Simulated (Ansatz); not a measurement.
The cell is an ordered 6-atom cell of Ga3SbAs2 on the zincblende lattice (Imm2); cell and atoms were relaxed with r2SCAN. It is orthorhombic, Imm2 (No. 44); conventional cell a = 4.122 Å, b = 12.349 Å, c = 5.815 Å, 24.67 Å³ an atom. As is surrounded by 4 Ga at 2.46–2.49 Å; Ga is surrounded by 3 As at 2.46–2.49 Å and 1 Sb at 2.64 Å; Sb is surrounded by 4 Ga at 2.61–2.64 Å; Ga is surrounded by 2 As at 2.46 Å and 2 Sb at 2.61 Å.

3 runs of Ansatz on this cell differ in the functional (and in the settings that go with it). Levels are in eV from each run's valence top; v1 is the last filled band, c1 the first empty one.

Run A, mean stress +2.4 GPa (compression positive):
```
point     v4     v3     v2     v1    c1    c2
    Γ  -1.87  -0.15  -0.15   0.00  0.07  1.55
    X  -2.20  -2.14  -1.02  -0.22  1.11  1.24
   F₀  -2.63  -2.62  -2.42  -1.51  1.32  1.46
   Λ₀  -1.53  -1.16  -1.04  -0.67  0.61  0.96
```

Run B, mean stress +0.4 GPa (compression positive):
```
point     v4     v3     v2     v1    c1    c2
    Γ  -2.03  -0.15  -0.14   0.00  0.90  2.22
    X  -2.33  -2.26  -1.11  -0.23  1.69  1.83
   F₀  -2.84  -2.83  -2.60  -1.61  1.90  2.05
   Λ₀  -1.66  -1.22  -1.09  -0.72  1.29  1.63
```

Run C, mean stress 0.0 GPa (compression positive):
```
point     v4     v3     v2     v1    c1    c2
    Γ  -1.95  -0.16  -0.16   0.00  0.51  1.83
    X  -2.26  -2.20  -1.07  -0.22  1.36  1.49
   F₀  -2.74  -2.73  -2.52  -1.58  1.56  1.71
   Λ₀  -1.60  -1.21  -1.09  -0.70  0.91  1.25
```

Task: Match the runs to PBE, r2SCAN, HSE06.

Result: A is PBE, B is HSE06, C is r2SCAN. In order of the gap: PBE 0.07, r2SCAN 0.51, HSE06 0.90 eV. The stress vanishes for r2SCAN, which relaxed the cell.

Simulation only: spin-unpolarised, and no claim that this is the phase found in nature.

No spin-orbit coupling is included; it can move band edges with weight on the heavy atoms by tenths of an eV.

The program warns that its thresholds are loose for a hybrid's stress.

Gaps or overlaps of about a tenth of an eV are at the limit of these meshes: between the points read a gap can be smaller or closed.
